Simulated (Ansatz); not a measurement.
Relaxation of a relaxed TiAl3 cell shaken by Gaussian noise of σ = 0.08 Å a coordinate; 8 atoms in the cell, which starts as P1 (No. 1), aP8; a = b = 3.8686 Å, c = 8.7056 Å, α = β = 102.84°, γ = 90.00°. These are PBEsol (plane waves to 420 eV, PAW, scalar-relativistic; Ansatz, an electronic-structure program) values and carry that method's errors. Γ-centred k-mesh 9×9×12 on the run's cell (coarser than for final values), Fermi–Dirac smearing 0.05 eV. This is the first round of the run. 

The optimiser's lines from the output (shortened; P is positive under compression):

```
relax step   1: F+E_penalty+E_count = -8097.53097877 eV  Δ(F+E_penalty+E_count) = +0.000e0 eV  max|allowed force component| = 2.795e0 eV/Å  Δτ_max = 0.0000 Å  P = +2.864 GPa  Ω = 123.691 Å³  (6 SCF iters, dr2 threshold 1.00e-7 eV, accepted)
relax step   2: F+E_penalty+E_count = -8098.26169006 eV  Δ(F+E_penalty+E_count) = -7.307e-1 eV  max|allowed force component| = 5.988e-1 eV/Å  Δτ_max = 0.1964 Å  P = +4.036 GPa  Ω = 119.753 Å³  (6 SCF iters, dr2 threshold 8.00e-7 eV, accepted)
relax step   3: F+E_penalty+E_count = -8098.37718545 eV  Δ(F+E_penalty+E_count) = -1.155e-1 eV  max|allowed force component| = 2.049e-2 eV/Å  Δτ_max = 0.0661 Å  P = +0.146 GPa  Ω = 123.520 Å³  (6 SCF iters, dr2 threshold 8.00e-7 eV, accepted)
relax step   4: F+E_penalty+E_count = -8098.37862609 eV  Δ(F+E_penalty+E_count) = -1.441e-3 eV  max|allowed force component| = 1.566e-2 eV/Å  Δτ_max = 0.0030 Å  P = +0.045 GPa  Ω = 123.646 Å³  (6 SCF iters, dr2 threshold 6.37e-7 eV, accepted)
relax step   5: F+E_penalty+E_count = -8098.37869215 eV  Δ(F+E_penalty+E_count) = -6.605e-5 eV  max|allowed force component| = 7.193e-3 eV/Å  Δτ_max = 0.0019 Å  P = -0.015 GPa  Ω = 123.706 Å³  (6 SCF iters, dr2 threshold 5.39e-8 eV, accepted)
relax step   6: F+E_penalty+E_count = -8098.37870499 eV  Δ(F+E_penalty+E_count) = -1.284e-5 eV  max|allowed force component| = 2.525e-4 eV/Å  Δτ_max = 0.0006 Å  P = -0.000 GPa  Ω = 123.691 Å³  (6 SCF iters, dr2 threshold 1.71e-9 eV, accepted)
relax step   7: F+E_penalty+E_count = -8098.37870350 eV  Δ(F+E_penalty+E_count) = +1.482e-6 eV  max|allowed force component| = 2.524e-4 eV/Å  Δτ_max = 0.0000 Å  P = +0.002 GPa  Ω = 123.691 Å³  stress off target by 3.11e-3 GPa  SCF on the basis re-selected at this cell (its energy is not comparable with the rows above)  (9 SCF iters)
```

From the first to the last row the energy changes by -0.11 eV/atom and the volume by 0.0 %. The last row is marked as not comparable with the walk above it, whose basis was carried along; it does compare with step 1, since both stand on a basis selected at the nominal cutoff for their own cell.

Later rounds, restarted from the end of this one on a renewed k-mesh, logged 4 more steps and released under 0.01 eV/atom more. The final structure after all rounds: I4/mmm (No. 139), tI16, AFLOW prototype A3B_tI16_139_cde_e (D0_23, as in ZrAl3); a = b = 3.869 Å, c = 16.530 Å, α = β = γ = 90.00°. Between re-selections the logged energies stand on a plane-wave basis carried along with the cell. No spin polarisation in the result.

The first start was generated by placing the elements on the sites of a structure type. Materials Project lists a structure of TiAl3 in the same space group, I4/mmm (No. 139); the sites were not compared with it, nor with measured phases.
